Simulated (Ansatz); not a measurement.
One stationary structure of GeS. Space group Pnma (No. 62). Computed with PBEsol (plane waves to 420 eV, PAW, scalar-relativistic; Ansatz, a quantum-chemistry and plane-wave program).

```xyz
8
Lattice="7.6994 0.0000 0.0000 0.0000 3.6233 0.0000 0.0000 0.0000 5.6193" Properties=species:S:1:pos:R:3 pbc="T T T"
Ge     7.6442     2.7175     4.3323
Ge     0.0552     0.9058     1.2870
Ge     3.7945     2.7175     4.0966
Ge     3.9049     0.9058     1.5227
S      6.3336     0.9058     3.3439
S      5.2155     2.7175     0.5343
S      1.3658     2.7175     2.2754
S      2.4839     0.9058     5.0850
```

**Question.** What is the computed band gap (PBEsol)?

**Answer.** 0.61 eV, indirect (valence top at Γ, conduction bottom at k = (0, 0, 0.375)) (no spin-orbit coupling).

**Question.** Give the smallest direct gap at the level PBEsol.

**Answer.** 0.96 eV at k = (0, 0, 0.375).

No spin polarisation in the result.

The run could not lose the symmetry of its start.

It was reached from a disturbed copy of a P6₃/mmc (No. 194) cell (NiAs type), against which it lies -0.10 eV/atom.

The first start was generated by placing the elements on the sites of a structure type. A measured structure of GeS has the same space group, Pnma (No. 62); the sites were not compared with it.
